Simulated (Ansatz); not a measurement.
Phonons of CaC2-type BaC2

Method: PBEsol, scalar-relativistic; no spin polarisation; PAW, 420 eV, Gaussian smearing of 0.05 eV; code Ansatz; PAW files: Ansatz's generated set soft_2.

```cif
data_structure
_symmetry_space_group_name_H-M 'P 1'
_symmetry_Int_Tables_number 1
_cell_length_a 4.7067
_cell_length_b 4.7067
_cell_length_c 4.7067
_cell_angle_alpha 125.466
_cell_angle_beta 125.466
_cell_angle_gamma 80.767
_cell_volume 66.68
loop_
_atom_site_label
_atom_site_type_symbol
_atom_site_fract_x
_atom_site_fract_y
_atom_site_fract_z
_atom_site_occupancy
Ba1 Ba 0.00000 0.00000 0.00000 1
C1 C 0.41202 0.41202 0.00000 1
C2 C 0.58798 0.58798 0.00000 1
```

This is a trial structure made by placing the elements on a prototype's sites, so it needn't be the stable form.

Force constants come from finite displacements in a 2×2×2 supercell (the unit cell's 8×8×8 k-mesh, folded to it); the long-range dipole term is included. Points in reciprocal vectors of this cell: Γ = (0.000, 0.000, 0.000), X = (0.000, 0.000, 0.500), P = (0.250, 0.250, 0.250), N = (0.000, 0.500, 0.000), M = (0.500, 0.500, -0.500), S = (0.340, 0.660, -0.340), S0 = (-0.340, 0.340, 0.340), R = (-0.181, 0.181, 0.500), G = (0.500, 0.500, -0.181).

Frequencies at the named points (cm⁻¹, imaginary ones negative):
| point | ω (cm⁻¹) |
| --- | --- |
| Γ | 0 0 0 152 152 158 186 306 1852 |
| X | -147 48 72 98 166 190 209 222 1854 |
| P | -95 -95 86 100 100 211 234 234 1851 |
| N | -66 -56 65 89 162 200 207 281 1853 |
| M | -117 -117 49 49 99 191 191 196 1856 |
| S | -61 -59 52 105 123 184 205 220 1857 |
| S0 | -61 -59 52 105 123 184 205 220 1857 |
| R | -132 51 88 90 176 180 199 215 1856 |
| G | -132 51 88 90 176 180 199 215 1856 |

Task: Is the structure dynamically stable along this path, and where does the spectrum end?

Result: No: a branch is imaginary, down to 147i cm⁻¹ at X. The highest frequency is 1857 cm⁻¹, at S. Points that don't fit the supercell are interpolated. At Γ the polar modes depend on the direction of approach; the table gives the limit along the path's first leg.

Run time: 120 s on 4 threads of Arm Neoverse V1, on a shared host, peak memory 2 GiB.

For elements this heavy, spin–orbit coupling would shift levels and gaps; it isn't included here.
